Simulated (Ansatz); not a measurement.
Consider the following.

C:
```cif
data_C6
_chemical_formula_sum 'C6'
_space_group_name_H-M_alt 'P42/mmc'
_space_group_IT_number 131
_space_group_name_Hall '-P 4c 2'
_cell_length_a 2.58231
_cell_length_b 2.58231
_cell_length_c 5.96932
_cell_angle_alpha 90.000
_cell_angle_beta 90.000
_cell_angle_gamma 90.000
loop_
_atom_site_label
_atom_site_type_symbol
_atom_site_symmetry_multiplicity
_atom_site_Wyckoff_symbol
_atom_site_fract_x
_atom_site_fract_y
_atom_site_fract_z
_atom_site_occupancy
C1 C 2 e 0.00000 0.00000 0.25000 1
C2 C 4 i 0.50000 0.00000 0.11209 1
```

This is the PBEsol-relaxed structure.

Task: All from the program Ansatz at the PBEsol level (PAW), unless another level is named. Predict the Young's modulus.

Result: 405 GPa.

Task: Predict the highest zone-centre frequency.

Result: 1659 cm⁻¹.

Space group P4_2/mmc. The start of the workflow was typed in or built on a structure type; neither database checked (COD, Materials Project) lists it. It is not the phase usual at ambient conditions (space group No. 194, 227). The cell was relaxed with PBEsol under the symmetry of its start; of distortions, only those at the zone centre were tested. As this level gives no gap, phonon frequencies hold no LO–TO term and depend on the k-mesh and smearing (Fermi–Dirac, 0.1 eV here).

Potentials: the later of the program's two PAW sets.
